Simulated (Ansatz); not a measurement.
**Zn (dhcp): energy against volume**

Method: DFT, LDA (PW92), plane waves (420 eV) with PAW, scalar-relativistic (Ansatz). (PAW data from PBE, frozen cores regenerated.)

The cell is scaled uniformly from the relaxed one, with fractional coordinates and shape fixed. Energies are extrapolated to zero smearing, pressures are those at the given smearing. Magnetic state: spin not included.

A Birch-Murnaghan fit gives V₀ = 13.60 Å³/atom, B₀ = 104 GPa, B₀′ = 5.2.

Task: What are the energy above the minimum and the pressure at 13.061 Å³/atom?

Result: 7.4 meV/atom and 4.70 GPa as computed.

Task: What are the energy above the minimum and the pressure at 14.150 Å³/atom?

Result: 6.7 meV/atom and -3.67 GPa as computed.

Task: What are the energy above the minimum and the pressure at 15.238 Å³/atom?

Result: 50.7 meV/atom and -8.67 GPa as computed.
